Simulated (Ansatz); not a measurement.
Rocksalt NaF, relaxed with r2SCAN, was run in Ansatz 0.2.0 under altered settings. All numbers are computed, without spin polarisation but where a row says otherwise.

```
Na F
1.0
     0.00000    2.29717    2.29717
     2.29717    0.00000    2.29717
     2.29717    2.29717    0.00000
Na F
1 1
Direct
  0.00000 0.00000 0.00000
  0.50000 0.50000 0.50000
```

The base run's other keys:
```yaml
kpoints:
  mp_grid: { grid: [4, 4, 4] }
hamiltonian:
  xc: hse06
scf:
  occupations: { method: fixed }
  n_extra_bands: 4
```

It takes 12 iterations with 459 plane waves at 420 eV and 8 k points, and leaves a mean stress of +1.51 GPa. The gap over this mesh is 8.636 eV.

Outcomes, with energy and stress as changes against the base:
```
                                    setting    outcome  ΔF (meV/atom)  Δ mean stress (GPa)  gap on the mesh (eV)  iterations
PBE hybrid, exx coeff 1.0, omega 0.2078 1/Å  converged              –                 -5.5                15.554          17
  PBE hybrid, exx coeff 0.05, omega 0.1 1/Å  converged              –                 +1.7                 6.960           9
   PBE hybrid, exx coeff 0.5, omega 0.5 1/Å  converged              –                 -1.8                 9.313          14
                 scf.occupations: cold 0.05  converged            0.0                  0.0                 8.636          11
                       scf.n_extra_bands: 0  converged            0.0                  0.0                 8.636          12
```
A dash marks a value that wasn't obtained or can't be compared. Stress is positive in compression.

- PBE hybrid, exx coeff 1.0, omega 0.2078 1/Å. That is 100 % exact exchange, screened with ω = 0.2078 1/Å, against HSE06's 25 % screened at 0.208 1/Å. The mean stress moves by -5.5 GPa and the gap on the mesh by +6.918 eV (to 15.554). Totals of different functionals aren't comparable. The program warns that on this mesh the truncation of the exchange isn't bounded, so part of the change can be an error of the mesh.
- PBE hybrid, exx coeff 0.05, omega 0.1 1/Å. That is 5 % exact exchange, screened with ω = 0.1 1/Å, against HSE06's 25 % screened at 0.208 1/Å. The mean stress moves by +1.7 GPa and the gap on the mesh by -1.676 eV (to 6.960). Totals of different functionals aren't comparable. The program warns that on this mesh the truncation of the exchange isn't bounded, so part of the change can be an error of the mesh.
- PBE hybrid, exx coeff 0.5, omega 0.5 1/Å. That is 50 % exact exchange, screened with ω = 0.5 1/Å, against HSE06's 25 % screened at 0.208 1/Å. The mean stress moves by -1.8 GPa and the gap on the mesh by +0.677 eV (to 9.313). Totals of different functionals aren't comparable.

Within 1 meV an atom, 0.1 GPa and 0.005 eV of the base stay: scf.occupations: cold 0.05; scf.n_extra_bands: 0.

The stress of a hybrid is loosely converged in these runs.

The meshes of the hybrids are coarse, so their gaps aren't converged to the digits shown.
